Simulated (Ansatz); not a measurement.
Ba: distorted cells

Theory: Ansatz, DFT PBEsol, scalar-relativistic, plane waves, PAW.

Settings: cutoff 420 eV, Γ-centred mesh 12×12×12 on the computed 1-atom cell, Gaussian smearing of 0.10 eV; no spin polarisation.

Reference cell:

```yaml
crystal:
  lattice:
    - [3.91772, 0.00000, 0.00000]
    - [0.00000, 3.91772, 0.00000]
    - [0.00000, 0.00000, 3.91772]
  atoms:
    - { symbol: Ba, position: [0.00000, 0.00000, 0.00000] }
```

Each variant moves atoms of this cell by the vectors given, if any (Å), and then applies a symmetric strain (tensor components, Cartesian axes). The reference cell isn't relaxed at this level. Energies are per atom at zero smearing, counted from the lowest variant. Pressure is positive in compression.

1. strain (xx yy zz yz xz xy, %) -3.49 -3.49 -3.49 0.00 0.00 0.00
2. strain (xx yy zz yz xz xy, %) 3.34 3.34 3.34 0.00 0.00 0.00
3. strain (xx yy zz yz xz xy, %) -1.08 -1.08 -1.08 0.00 0.00 0.00

```json
{"variant": "1", "ΔE (meV/atom)": "0.0", "P (GPa)": "0.20", "largest force (eV/Å)": "0.00", "gap on mesh (eV)": "0", "space group": "Pm-3m"}
{"variant": "2", "ΔE (meV/atom)": "41.1", "P (GPa)": "-1.10", "largest force (eV/Å)": "0.00", "gap on mesh (eV)": "0", "space group": "Pm-3m"}
{"variant": "3", "ΔE (meV/atom)": "?", "P (GPa)": "?", "largest force (eV/Å)": "?", "gap on mesh (eV)": "?", "space group": "?"}
```

Give the withheld rows.

| variant | ΔE (meV/atom) | P (GPa) | largest force (eV/Å) | gap on mesh (eV) | space group |
| --- | --- | --- | --- | --- | --- |
| 3 | 2.0 | -0.35 | 0.00 | 0 | Pm-3m |

Spin-orbit coupling is left out, which matters for the bands of heavy elements.

This simple cubic form isn't the element's structure at ambient conditions.